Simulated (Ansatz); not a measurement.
CaO:
```yaml
crystal:
  lattice:
    - [0.00000, 2.35368, 2.35368]
    - [2.35368, 0.00000, 2.35368]
    - [2.35368, 2.35368, 0.00000]
  atoms:
    - { symbol: Ca, position: [0.00000, 0.00000, 0.00000] }
    - { symbol: O, position: [0.50000, 0.50000, 0.50000] }
```

This is the LDA-relaxed structure.

### Question
All from plane-wave PAW LDA (Ansatz code), unless another level is named. Predict the vibrational entropy at 300 K.

### Answer
19.5 J/(K·mol of atoms).

### Question
What about the bulk modulus (Birch–Murnaghan fit)?

### Answer
129 GPa.

Space group Fm-3m (rock salt). The LDA relaxation kept the symmetry of its start; phonons on a q-mesh show no instability.

Potentials: the earlier of the program's two PAW sets.
